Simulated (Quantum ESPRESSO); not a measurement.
## Al2ZnGeN4 (input and log of a self-consistent run)

A calculation, not a measurement. The program is pw.x of Quantum ESPRESSO 7.5 (plane-wave density functional theory). The cell is made up: 8 atoms on a wurtzite lattice, with randomly drawn elements, strain and displacements, not relaxed. PseudoDojo standard norm-conserving files (v0.5 for PBE, v0.4.1 for LDA and PBEsol) set the functional; there is no spin polarisation, spin-orbit coupling or dispersion term, and the masses in the input are unused placeholders.

Input:

```
&control calculation='scf', pseudo_dir='./dojo.nc.sr.pbe.v0_5.standard.upf', outdir='./o', disk_io='medium', tprnfor=.true., tstress=.true. /
&system ibrav=0, nat=8, ntyp=4, nbnd=36, ecutwfc=105.61755193, nosym=.true., tot_charge=0,
 occupations='smearing', smearing='fd', degauss=0.0018374661
/
&electrons conv_thr=7.350e-09, electron_maxstep=60, /
ATOMIC_SPECIES
Al 1.0 Al.upf
Ge 1.0 Ge.upf
N 1.0 N.upf
Zn 1.0 Zn.upf
CELL_PARAMETERS angstrom
3.0569 -0.0272 -0.0307
-0.0471 5.3709 -0.0138
-0.0501 -0.013 5.0578
ATOMIC_POSITIONS angstrom
Al -0.0049 -0.145 -0.191
Al 1.5614 2.5034 -0.0074
Zn 1.5465 0.7906 2.4243
Ge 0.013 3.4285 2.3898
N 0.0239 -0.0224 1.8192
N 1.4568 2.6179 2.0201
N 1.582 0.9012 4.4219
N -0.1304 3.4132 4.5464
K_POINTS automatic
8 6 6 1 1 1
```

The log is shortened where brackets say so; the opening notice, blank lines, dates and the lines on written files are dropped, and the path of the files is cut. It prints rydbergs, bohrs and kilobars, and counts compression as positive stress.

```
     Program PWSCF v.7.5
     Parallel version (MPI & OpenMP), running on       1 processor cores
     Number of MPI processes:                 1
     Threads/MPI process:                     1
     [start-up lines left out]
     bravais-lattice index     =            0
     lattice parameter (alat)  =       5.7772  a.u.
     unit-cell volume          =     560.2816 (a.u.)^3
     number of atoms/cell      =            8
     number of atomic types    =            4
     number of electrons       =        60.00
     number of Kohn-Sham states=           36
     kinetic-energy cutoff     =     105.6176  Ry
     charge density cutoff     =     422.4702  Ry
     scf convergence threshold =      7.3E-09
     mixing beta               =       0.7000
     number of iterations used =            8  plain     mixing
     Exchange-correlation= PBE
                           (   1   4   3   4   0   0   0)
     [axes and pseudopotential details left out]
   Cartesian axes
     site n.     atom                  positions (alat units)
         1        Al     tau(   1) = (  -0.0016028  -0.0474294  -0.0624760  )
         2        Al     tau(   2) = (   0.5107329   0.8188605  -0.0024205  )
         3        Zn     tau(   3) = (   0.5058591   0.2586047   0.7929869  )
         4        Ge     tau(   4) = (   0.0042523   1.1214601   0.7817020  )
         5        N      tau(   5) = (   0.0078177  -0.0073270   0.5950591  )
         6        N      tau(   6) = (   0.4765183   0.8563134   0.6607734  )
         7        N      tau(   7) = (   0.5174712   0.2947819   1.4464006  )
         8        N      tau(   8) = (  -0.0426538   1.1164555   1.4871245  )
     number of k points=   144  Fermi-Dirac smearing, width (Ry)=  0.0018
     Number of k-points >= 100: set verbosity='high' to print them.
     Dense  grid:    82187 G-vectors     FFT dimensions: (  40,  72,  64)
     Estimated max dynamical RAM per process >     105.75 MB
     Initial potential from superposition of free atoms
     starting charge      59.9941, renormalised to      60.0000
     Starting wfcs are   43 randomized atomic wfcs
     total cpu time spent up to now is       35.7 secs
     per-process dynamical memory:    85.6 Mb
     Self-consistent Calculation
     iteration #  1     ecut=   105.62 Ry     beta= 0.70
     Davidson diagonalization with overlap
     ethr =  1.00E-02,  avg # of iterations =  3.2
     total cpu time spent up to now is      131.3 secs
     total energy              =    -688.10866149 Ry
     estimated scf accuracy    <       2.50136543 Ry
     iteration #  2     ecut=   105.62 Ry     beta= 0.70
     Davidson diagonalization with overlap
     ethr =  4.17E-03,  avg # of iterations =  3.0
     total cpu time spent up to now is      224.0 secs
     total energy              =    -688.75190263 Ry
     estimated scf accuracy    <       2.39974256 Ry
     iteration #  3     ecut=   105.62 Ry     beta= 0.70
     Davidson diagonalization with overlap
     ethr =  4.00E-03,  avg # of iterations =  2.0
     total cpu time spent up to now is      299.6 secs
     total energy              =    -689.19845460 Ry
     estimated scf accuracy    <       0.11011674 Ry
     iteration #  4     ecut=   105.62 Ry     beta= 0.70
     Davidson diagonalization with overlap
     ethr =  1.84E-04,  avg # of iterations =  3.2
     total cpu time spent up to now is      376.0 secs
     total energy              =    -689.22373060 Ry
     estimated scf accuracy    <       0.00680429 Ry
     iteration #  5     ecut=   105.62 Ry     beta= 0.70
     Davidson diagonalization with overlap
     c_bands:  1 eigenvalues not converged
     ethr =  1.13E-05,  avg # of iterations =  8.0
     total cpu time spent up to now is      483.1 secs
     total energy              =    -689.22495322 Ry
     estimated scf accuracy    <       0.00633393 Ry
     [iterations 6 to 8 left out]
     iteration #  9     ecut=   105.62 Ry     beta= 0.70
     Davidson diagonalization with overlap
     ethr =  7.66E-09,  avg # of iterations =  4.0
     total cpu time spent up to now is      823.2 secs
     total energy              =    -689.22599832 Ry
     estimated scf accuracy    <       0.00000303 Ry
     iteration # 10     ecut=   105.62 Ry     beta= 0.70
     Davidson diagonalization with overlap
     ethr =  5.05E-09,  avg # of iterations =  2.0
     total cpu time spent up to now is      895.7 secs
     total energy              =    -689.22599854 Ry
     estimated scf accuracy    <       0.00000048 Ry
     iteration # 11     ecut=   105.62 Ry     beta= 0.70
     Davidson diagonalization with overlap
     ethr =  7.94E-10,  avg # of iterations =  2.0
     total cpu time spent up to now is      994.5 secs
     total energy              =    -689.22599862 Ry
     estimated scf accuracy    <       0.00000003 Ry
     iteration # 12     ecut=   105.62 Ry     beta= 0.70
     Davidson diagonalization with overlap
     ethr =  5.05E-11,  avg # of iterations =  3.6
     total cpu time spent up to now is     1103.0 secs
     total energy              =    -689.22599863 Ry
     estimated scf accuracy    <       0.00000002 Ry
     iteration # 13     ecut=   105.62 Ry     beta= 0.70
     Davidson diagonalization with overlap
     ethr =  2.59E-11,  avg # of iterations =  2.0
     total cpu time spent up to now is     1188.3 secs
     End of self-consistent calculation
     [lines on levels left out]
!    total energy              =    -689.22599863 Ry
     estimated scf accuracy    <          1.8E-09 Ry
     smearing contrib. (-TS)   =      -0.00000000 Ry
     internal energy E=F+TS    =    -689.22599863 Ry
     The total energy is F=E-TS. E is the sum of the following terms:
     one-electron contribution =    -489.09068497 Ry
     hartree contribution      =     279.54726690 Ry
     xc contribution           =    -118.31002084 Ry
     ewald contribution        =    -361.37255973 Ry
     convergence has been achieved in  13 iterations
     Forces acting on atoms (cartesian axes, Ry/au):
     atom    1 type  1   force =     0.04509406    0.08853364    0.06540048
     atom    2 type  1   force =    -0.08847362    0.04265925    0.02574992
     atom    3 type  4   force =     0.01944141   -0.03007269    0.05589357
     atom    4 type  2   force =    -0.10993267    0.20984030    0.10018339
     atom    5 type  3   force =    -0.01688555   -0.17385607   -0.04971328
     atom    6 type  3   force =     0.10319077   -0.01716358   -0.12644790
     atom    7 type  3   force =    -0.04938269   -0.14998902    0.00531340
     atom    8 type  3   force =     0.09694829    0.03004817   -0.07637958
     Total force =     0.442758     Total SCF correction =     0.000068
     Computing stress (Cartesian axis) and pressure
          total   stress  (Ry/bohr**3)                   (kbar)     P=      220.79
   0.00230548  -0.00004132   0.00003310          339.15       -6.08        4.87
  -0.00004132   0.00179011   0.00056033           -6.08      263.33       82.43
   0.00003310   0.00056033   0.00040706            4.87       82.43       59.88
     init_run     :     32.46s CPU     35.61s WALL (       1 calls)
     electrons    :   1090.53s CPU   1152.55s WALL (       1 calls)
     forces       :     15.60s CPU     15.74s WALL (       1 calls)
     stress       :     61.60s CPU     61.82s WALL (       1 calls)
     [timing details left out]
     PWSCF        :  20m 0.62s CPU  21m 6.67s WALL
     JOB DONE.
```

In other units: free energy -9377.397 eV for the cell, pressure 22.08 GPa, largest force component 5.395 eV/Å. This run is the check on a run of the same cell at 1143 eV and a 6 x 4 x 4 mesh: rerunning at 1437 eV and a 8 x 6 x 6 mesh moved values by no more than 0.002 eV in energy, 0.04 GPa in stress and 0.004 eV/Å in force.